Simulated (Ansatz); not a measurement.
GaCuSe2 (chalcopyrite)

```yaml
crystal:
  lattice:
    - [-2.80390, 2.80390, 5.54824]
    - [2.80390, -2.80390, 5.54824]
    - [2.80390, 2.80390, -5.54824]
  atoms:
    - { symbol: Cu, position: [0.75000, 0.25000, 0.50000] }
    - { symbol: Cu, position: [0.00000, 0.00000, 0.00000] }
    - { symbol: Ga, position: [0.25000, 0.75000, 0.50000] }
    - { symbol: Ga, position: [0.50000, 0.50000, 0.00000] }
    - { symbol: Se, position: [0.12136, 0.12500, 0.49636] }
    - { symbol: Se, position: [0.62864, 0.62500, 0.50364] }
    - { symbol: Se, position: [0.37500, 0.87864, 0.00364] }
    - { symbol: Se, position: [0.87500, 0.37136, 0.99636] }
```

The slice is a (1 0 -1) plane (indices of the conventional cell) through the point (0.121, 0.125, 0.496) (fractional), spanned by u = [101] and v = [121] in vectors of this cell: u (5.61 Å) and v (12.43 Å, at 90° to u). It covers one period; positions are fractions (u, v).

Method: r2SCAN (plane waves to 500 eV, PAW, scalar-relativistic; Ansatz, an electronic-structure program). k mesh 8×8×8. Inside the PAW spheres the values are not all-electron values, and peaks at nuclei hang on which shells count as valence. GaCuSe2 is run without spin polarisation. GaCuSe2 was relaxed with its symmetry unable to fall. The PAW data are Ansatz's earlier set.

Sketch the density of the lowest conduction band (whole band as if filled, smooth part) on this plane as a map.


```
|37510000000122|
|32001100000123|
|10024310000011|
|01466410000000|
|02576300000000|
|01354100100000|
|00121001100000|
|00000000000000|
|11000000012100|
|01000000135410|
|00000000257630|
|00000000146641|
|00000111002431|
|00001233200110|
|00001223751000|
|00001101992000|
|00001223751000|
|00001233200110|
|00000111002431|
|00000000146641|
|00000000257630|
|01000000135410|
|11000000012100|
|00000000000000|
|00121001100000|
|01354100100000|
|02576300000000|
|01466410000000|
|10024310000011|
|32001100000123|
|37510000000122|
|19920000000110|
```
Scale: ten equal steps from 0.001 (start of '0') to 0.098 (end of '9'), in the order '0123456789'. Values: density of the lowest conduction band (whole band as if filled, smooth part) in e/Å³. The map has 14 points along u (one character each, u = 0 at the left) and 32 along v (v = 0 in the bottom row).
